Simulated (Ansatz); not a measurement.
Bi2Se3, one structure, two calculations

Cell: a Materials Project structure (computed, not necessarily an observed phase), ions relaxed with PBE at fixed cell.

```xyz
5
Lattice="2.0957 1.2099 9.9762 -2.0957 1.2099 9.9762 0.0000 -2.4199 9.9762" Properties=species:S:1:pos:R:3 pbc="T T T"
Bi    0.0000    0.0000   11.9169
Bi    0.0000    0.0000   18.0118
Se    0.0000    0.0000    0.0000
Se    0.0000    0.0000    6.4743
Se    0.0000    0.0000   23.4544
```

Sites (sets of like atoms) are named by element and the number of their first atom in this list.

First run. The numbers come from a DFT calculation in Ansatz (PBE, plane waves and PAW, scalar-relativistic, 420 eV cutoff, Γ-centred 8×8×8 k-points, Fermi–Dirac smearing 0.02 eV).

```
site  atom  V_zz (10²¹ V/m²)     η
  Bi     1              0.36  0.00
 Se3     3              7.04  0.00
 Se4     4             -3.13  0.00
```

Second run. The same atoms and settings, except that the functional is LDA.

(1) Given the first result, estimate the second.

Results:

(1) 

```csv
site,atom,V_zz,η,change of V_zz
Bi,1,0.33,0.00,-0.03
Se3,3,6.97,0.00,-0.07
Se4,4,-3.04,0.00,+0.09
```

The largest change of V_zz is on Se4, from -3.13 to -3.04. In per cent, |V_zz| changes by -3 to -1 on Se (all sites that start above 0.5).

Spin–orbit coupling is left out, which shifts gradients on Bi by a few per cent in wide-gap crystals, and can shift them far more where the calculated gap is small or absent, as here.
For the first run: With a gap of 0.4 eV on this mesh, small gradients can still move by 0.1 × 10²¹ V/m² or more as the k-mesh gets denser.
For the second run: With a gap of 0.3 eV on this mesh, small gradients can still move by 0.1 × 10²¹ V/m² or more as the k-mesh gets denser.
